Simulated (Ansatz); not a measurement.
Y3Si5:
```cif
data_Si5Y3
_chemical_formula_sum 'Y3 Si5'
_space_group_name_H-M_alt 'P-62m'
_space_group_IT_number 189
_space_group_name_Hall 'P -6 -2'
_cell_length_a 6.49870
_cell_length_b 6.49870
_cell_length_c 4.15446
_cell_angle_alpha 90.000
_cell_angle_beta 90.000
_cell_angle_gamma 120.000
loop_
_atom_site_label
_atom_site_type_symbol
_atom_site_symmetry_multiplicity
_atom_site_Wyckoff_symbol
_atom_site_fract_x
_atom_site_fract_y
_atom_site_fract_z
_atom_site_occupancy
Y1 Y 3 f 0.00000 0.64556 0.00000 1
Si1 Si 2 d 0.33333 0.66667 0.50000 1
Si2 Si 3 g 0.73739 0.73739 0.50000 1
```

Relaxed at zero pressure with plane-wave PAW PBEsol (Ansatz code).

**Question.** The volume is lowered by 3 % and shape and atoms relax at that volume. What pressure results, and how do the axes share the change?

**Answer.** 2.9 GPa; a -1.1 %, b -1.1 %, c -0.8 %; the energy rises by 5 meV/atom.

**Question.** Give the new structure.

**Answer.** 
Space group P-62m (No. 189); a = b = 6.4254 Å, c = 4.1222 Å, α = β = 90.00°, γ = 120.00°

```
atom  site  symmetry       x       y       z
----  ----  --------  ------  ------  ------
Y       3f       m2m  0.0000  0.6448  0.0000
Si      2d      -6..  0.3333  0.6667  0.5000
Si      3g       m2m  0.7412  0.7412  0.5000
```

The phase is kept; no other phase was compared at this pressure.

The start of the workflow was typed in or built on a structure type; neither database checked (COD, Materials Project) lists it. Whether it is the stable phase at ambient conditions was not checked. Symmetry was held in the PBEsol relaxation; its stability against distortions is not shown here. No spin polarisation was allowed.

Potentials: the earlier of the program's two PAW sets. The files were generated under PBE; for other functionals the program regenerates the frozen cores, and for LDA and PBEsol the local potential too.
